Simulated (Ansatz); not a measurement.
Starting cell, PbTe (rock salt):

```
PbTe
1.0
    0.00000     3.28451     3.28451
    3.28451     0.00000     3.28451
    3.28451     3.28451     0.00000
Te Pb
1 1
Direct
  0.00000   0.00000   0.00000
  0.50000   0.50000   0.50000
```

In each cell atom 2 (Pb, nearest neighbour Te at 3.285 Å; its periodic images, 4.6 Å or more away, move with it) moves by s·(0.000, 0.000, 1.000) (along Cartesian z), the rest being held.

Method: PBE (plane waves to 420 eV, PAW, scalar-relativistic; Ansatz, a program for electronic structure). k mesh 7×7×7 (Γ-centred), Fermi-Dirac smearing 0.05 eV. Energies are smeared free energies. F∥ is the force on the atom along that direction. PbTe was relaxed with its symmetry unable to fall. Spin-orbit coupling is left out, though Pb and Te are heavy. The zero of ΔE is the undisplaced structure.

Give the computed ΔE (meV/cell) and F∥ (eV/Å) at s (Å) = -0.528, -0.396, -0.264, 0.264, 0.396, 0.528.


| s (Å) | ΔE (meV/cell) | F∥ (eV/Å) |
|---|---|---|
| -0.528 | 240 | 1.647 |
| -0.396 | 85 | 0.770 |
| -0.264 | 20 | 0.267 |
| 0.264 | 20 | -0.267 |
| 0.396 | 85 | -0.770 |
| 0.528 | 240 | -1.647 |

(For displaced atoms, the force is minus the slope of the energy, and its curvature is a force constant, which sets phonon frequencies.)
